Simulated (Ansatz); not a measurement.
Values for one crystal, relaxed and computed with the program Ansatz at the r²SCAN level (PAW); other levels are named.

| Property | Value |
|---|---|
| Volume per atom | 10.87 Å³ |
| Electronic character | no gap, with almost no states at the Fermi level (zero-gap or semimetallic) |
| Formation energy from the elements (no fitted shifts) | -554 meV/atom |
| Density of states at the Fermi level | 0.02 states/eV per atom (mean over ±0.08 eV) |

Problem. Which of these materials gives this?
(A) La3AlN, anti-perovskite
(B) Ta2N, anti-CdI2 type
(C) W2N3, Cm (Pearson symbol mS20)
(D) WSe2, anatase

Solution. C, W2N3, Cm (Pearson symbol mS20)

The workflow started from a Materials Project entry (that database holds measured and hypothetical structures alike); the Crystallography Open Database copy checked does not list it. Whether it is the stable phase at ambient conditions was not checked. The r²SCAN relaxation kept the symmetry of its start; whether a distortion lowers the energy is not shown. No spin polarisation was allowed. A small band overlap can be real or an error of a semilocal functional. The references are the lowest solids computed at this level, not always the standard phases (solids in place of the gases). Spin–orbit coupling is left out wherever it is not named.

Potentials: the later of the program's two PAW sets.
